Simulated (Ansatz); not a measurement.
**How far is PAW off for Sc?**

```yaml
crystal:
  lattice:
    - [-0.02270, 2.25915, 2.25915]
    - [2.25915, -0.02270, 2.25915]
    - [2.25915, 2.25915, -0.02270]
  atoms:
    - { symbol: Sc, position: [0.00000, 0.00000, 0.00000] }
```

The cell is COD entry 9008483, as deposited and not checked against the literature; nothing was relaxed. The listed cell was then made from it by scaling, straining or moving an atom.

Spin polarisation is left out, and whether a magnetic state lies lower isn't shown here.

All numbers are computed: DFT, PBEsol, PAW with Ansatz's default frozen-core files, scalar-relativistic (Ansatz 0.2.0); DFT, PBEsol, all-electron PAW with datasets made for the crystal, scalar-relativistic (Ansatz 0.2.0); DFT, PBEsol, all-electron LAPW, scalar-relativistic (Ansatz 0.2.0).

For PAW: a Γ-centred 12×12×12 k mesh, Fermi–Dirac smearing of 0.03 eV, cutoff 420 eV, no spin polarisation; the PAW files were made with PBE, and the program remakes their frozen cores for this functional. The crystal-made all-electron datasets (AE datasets) take a cutoff of 220 eV at this cell. LAPW targets a basis error of 0.25 meV/atom. The Ansatz runs share mesh, smearing and spin set-up. Plane-wave (PAW) pressures include the program's estimate of the Pulay term.

Stress and pressure are positive in compression.

The change that made this cell: equal xy, yz and zx engineering shear strains of -1 %.

```json
{"quantity": "pressure (GPa)", "PAW": "0.47", "AE datasets": "0.47", "LAPW": "0.47"}
{"quantity": "stress yz (GPa)", "PAW": "0.36", "AE datasets": "0.36", "LAPW": "0.36"}
{"quantity": "stress xz (GPa)", "PAW": "0.36", "AE datasets": "0.36", "LAPW": "0.36"}
{"quantity": "stress xy (GPa)", "PAW": "0.36", "AE datasets": "0.36", "LAPW": "0.36"}
```

PAW's pressure differs from the LAPW value by about 0.01 GPa or less.
